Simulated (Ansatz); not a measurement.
CaAs2Pd2: do energies and stresses tell the same story?

All numbers below come from DFT PBEsol, scalar-relativistic, plane waves, PAW in Ansatz 0.2.0.

Cutoff 420 eV; k points 12×12×12 on the computed 5-atom cell (Γ-centred); Gaussian smearing, width 0.10 eV; no spin polarisation.

Relaxed cell: I4/mmm, a = 4.278 Å, b = 4.278 Å, c = 10.126 Å, α = 90.00°, β = 90.00°, γ = 90.00°, 5 atoms in the primitive cell. Whether it is the stable form of this composition wasn't checked.

Energies at zero smearing and pressures from the stress tensor, at volumes with shape and atoms relaxed:
| V (Å³/atom) | E − E(first) (meV/atom) | P (GPa) |
| --- | --- | --- |
| 16.307 | 0.00 | 17.19 |
| 16.863 | -50.03 | 11.74 |
| 17.419 | -82.56 | 7.13 |
| 17.975 | -100.35 | 3.25 |
| 18.531 | -105.80 | -0.01 |
| 19.087 | -100.91 | -2.71 |
| 19.643 | -87.42 | -4.97 |
| 20.384 | -58.64 | -7.36 |

Check P = −dE/dV between neighbouring volumes, and get the bulk modulus from the pressures alone.

With 1 eV/Å³ = 160.2 GPa:
| middle V (Å³/atom) | −ΔE/ΔV (GPa) | mean P (GPa) |
| --- | --- | --- |
| 16.585 | 14.418 | 14.468 |
| 17.141 | 9.375 | 9.434 |
| 17.697 | 5.129 | 5.189 |
| 18.253 | 1.569 | 1.620 |
| 18.809 | -1.408 | -1.361 |
| 19.365 | -3.888 | -3.839 |
| 20.014 | -6.221 | -6.163 |

The two differ by 0.06 GPa at most. The mean of two end pressures misses the average over a step by about ΔV² P″/12, up to 0.08 GPa here; with that taken off 0.03 GPa remains. The stress is the derivative of the free energy, not of the energy at zero smearing, and with free energies 0.01 GPa remains. Around V = 18.531 Å³/atom, the two neighbours give B = −V ΔP/ΔV = 18.531 × 5.96 / 1.112 = 99.4 GPa, against B0 = 98.5 GPa from the Birch–Murnaghan fit of the energies.